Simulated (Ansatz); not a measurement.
ZrS₂ (CdI2 type, space group No. 164), PBE+D3(BJ) in the plane-wave PAW code Ansatz. The conduction-band minimum lies at L, with 3 equivalent valleys. Second derivatives d²E/dk² of the lowest band at one valley (eV·Å²), along Cartesian directions:

```csv
direction,d²E/dk²
[100],26.04
[010],6.738
[001],6.835
[110],16.40
[101],16.45
[011],3.000
```

Task: Find the principal effective masses, the density-of-states mass and the conductivity mass.

Result: Off-diagonal terms follow from H_xy = H[110] − (H_xx + H_yy)/2, and m*/mₑ = 7.620 eV·Å² over each eigenvalue: 0.29, 0.72, 2.5. One valley's DOS mass (m₁m₂m₃)^(1/3) = 0.81, conductivity mass 3/(Σ 1/mᵢ) = 0.58 mₑ.

Task: What effective density of states Nc follows at 300 K for parabolic valleys?

Result: Nc = 2.509e19 × 3 × (0.81)^(3/2) ≈ 5.5e19 cm⁻³.

Space group P-3m1 (CdI2 type). The PBE+D3(BJ) relaxation kept the symmetry of its start. The run is not spin-polarised. Spin–orbit coupling is left out wherever it is not named.

Potentials: the later of the program's two PAW sets.

Edges and masses are those of Kohn–Sham bands, whose gap is no quasiparticle gap.
